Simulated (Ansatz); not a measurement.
## Equation of state of vanadium, hcp

Theory: DFT, LDA (PW92), plane waves (420 eV) with PAW, scalar-relativistic in Ansatz 0.2.0. The PAW files were generated under PBE, with cores re-solved for the functional.

The cell is scaled uniformly from the relaxed one, with fractional coordinates and shape fixed. Energies are extrapolated to zero smearing, pressures are those at the given smearing. Magnetic state: spin not included.

```tsv
V (Å³/atom)	E − E₀ (meV/atom)	P (GPa)
11.355	136.9	32.11
11.872	55.9	19.33
12.388	12.4	8.77
12.904	0.0	0.04
13.420	13.2	-7.16
13.936	47.5	-13.09
14.452	99.2	-17.96
```

Question: Fit a third-order Birch-Murnaghan equation.

Answer: V₀ = 12.88 Å³/atom, B₀ = 199 GPa, B₀′ = 3.8.
